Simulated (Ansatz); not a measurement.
Input for Ansatz (plane-wave DFT, PAW):

```yaml
crystal:
  lattice:
    - [0.0, 2.781511207, 2.781511207]
    - [2.781511207, 0.0, 2.781511207]
    - [2.781511207, 2.781511207, 0.0]
  atoms:
    - { symbol: Zn, position: [0.25, 0.25, 0.25] }
    - { symbol: S, position: [0.0, 0.0, 0.0] }
basis:
  ecutwfc: 500
kpoints:
  mp_grid: { grid: [8, 8, 8] }
hamiltonian:
  xc: r2scan
scf:
  occupations: { method: gaussian, width: 0.02 }
output:
  forces: true
  stress: true
  eigenvalues: true
  write_density: true
  write_potential: true
  elf: true
  volumetric_format: npy
```

Run as
```bash
ansatz run input.yaml --threads 1 --pin off --max-ram 2560MiB --backend cpu --events-out ev --progress --plain --runs-dir out
```

Method: DFT r2SCAN, scalar-relativistic, plane waves, PAW (Ansatz).

Abridged output (final results; tables in files aren't shown):

```
SCF 1 converged in 6 iterations: F = -4233.369319 eV  dr2 = 1.34e-8
SCF converged after 6 iterations
Free energy (F): -4233.369319 eV
Harris-Foulkes:  -4233.369319 eV  (|F-HF|=1.47e-8)
Internal energy: -4233.369319 eV  (E = F + TS)
E sigma→0 (E₀):  -4233.369319 eV
Fermi energy:    5.565281 eV
--- Per-component energies (eV) ---
  E_band       = -17.191392
  E_kinetic    = 235.148978
  E_local      = -2102.663155  (includes V_loc(G=0)·N_el)
  E_nonlocal   = 647.399321
  E_hartree    = 879.965277
  E_xc         = -214.355942
  E_vxc        = -146.239866  (∫ρ·V_xc dr)
  E_paw        = -2461.020694  (= ΣΔE_a)
  E_vpaw       = -418.023962  (= ΣTr[D̂ρ^β])
  E_aug_tail   = -0.000042  (compensation charges beyond the density's cutoff)
  E_vtau       = 7.258881  (kinetic-family band-sum trace: ∫τ·v_τ [+ j·A + Jᵃ·Aᵃ] dr)
  E_ewald      = -1217.550676
  E_core_change = -0.292385  (= ΣΔE_core)
  E_smearing   =  0.000000  (= −TS)
--- Forces (eV/Å), atoms counted from 1 ---
  atom   1  Zn     0.00000000     0.00000000     0.00000000
  atom   2  S      0.00000000     0.00000000     0.00000000
--- Stress (GPa, compression-positive) ---
       -6.091762       0.000000       0.000000
        0.000000      -6.091762       0.000000
        0.000000       0.000000      -6.091762
  P = ⅓ Tr σ = -6.0918 GPa (-60.918 kbar)
--- Band table (eV; the first three rows and the last of 29) ---
  k-point 0: bands = ["-8.6601", "-1.7691", "-1.7691", "-1.7691", "-1.3369", "-1.3369", "4.4282", "4.4282", "4.4282", "6.7022", "11.3514", "11.3514", "11.3514"]
  k-point 1: bands = ["-8.5580", "-1.7588", "-1.7511", "-1.7511", "-1.3380", "-1.3380", "3.3994", "4.3002", "4.3002", "7.4998", "11.1913", "11.5850", "11.5850"]
  k-point 2: bands = ["-8.2939", "-1.7109", "-1.7109", "-1.6909", "-1.3352", "-1.3352", "1.7820", "4.0173", "4.0173", "8.1419", "11.6487", "11.9268", "11.9268"]
  k-point 28: bands = ["-7.5963", "-1.6266", "-1.5281", "-1.3709", "-1.3687", "-1.0157", "0.2120", "1.9664", "2.0254", "10.4709", "10.6061", "12.6759", "13.1027"]
```

The run converged.

The run took 9.1 s on 1 thread of Intel(R) Xeon(R) Processor @ 2.50GHz (Skylake/Cascade Lake), with other jobs on the host, peak memory 0.46 GiB.